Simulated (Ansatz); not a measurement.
Calculated Cl-37 NMR of the central transition for Cs3Tl2Cl9

Cell: a Materials Project structure (computed, not necessarily an observed phase), atoms as given.

```cif
data_Cs3Tl2Cl9
_symmetry_space_group_name_H-M 'R-3c:H'
_symmetry_Int_Tables_number 167
_cell_length_a 12.9335
_cell_length_b 12.9335
_cell_length_c 18.5381
_cell_angle_alpha 90.000
_cell_angle_beta 90.000
_cell_angle_gamma 120.000
loop_
_atom_site_label
_atom_site_type_symbol
_atom_site_symmetry_multiplicity
_atom_site_Wyckoff_symbol
_atom_site_fract_x
_atom_site_fract_y
_atom_site_fract_z
Cs Cs 18 e 0.6712 0.6667 0.4167
Tl Tl 12 c 0.0000 0.0000 0.6492
Cl11 Cl 18 e 0.8439 0.0000 0.7500
Cl17 Cl 36 f 0.8270 0.8250 0.5890
```

One atom of each set is listed; the run and its k-mesh use a cell of 28 atoms with edges of 9.69, 9.69, 9.69 Å.

Level of theory: DFT, r2SCAN, plane waves and PAW, scalar-relativistic, 500 eV cutoff, Γ-centred 3×3×3 k-points, Fermi–Dirac smearing 0.02 eV (Ansatz 0.2.0).

Cl-37 has I = 3/2 and Q = -63.93 mb (Pyykkö 2018); at 28.2 T its Larmor frequency is ν₀ = 98.0 MHz. Only the quadrupole interaction is simulated: positions count from each site's isotropic chemical shift, and shift anisotropy, dipolar and J coupling are left out.

Q: Simulate the second-order pattern (static powder, Gaussian broadening 30 kHz) of site Cl17 (1 Tl at 2.51 Å).

A: The calculation gives C_Q = -27.2 MHz and η = 0.08, so ν_Q = 13.6 MHz and the centre of gravity lies at -1926 ppm (-189 kHz).

(offset (kHz), height): (-735.1, 0), (-684.4, 23), (-633.8, 72), (-583.1, 100), (-532.4, 71), (-481.8, 55), (-431.1, 48), (-380.4, 44), (-329.8, 41), (-279.1, 39), (-228.4, 37), (-177.8, 37), (-127.1, 36), (-76.4, 36), (-25.8, 35), (24.9, 29), (75.6, 29), (126.2, 32), (176.9, 35), (227.6, 41), (278.2, 54), (328.9, 90), (379.6, 28), (430.2, 0)

At Cl17 V_zz points along its bond to Tl (within 1°).

Without spin–orbit coupling the gradients at and beside Tl can be off by some per cent, at some sites by more.
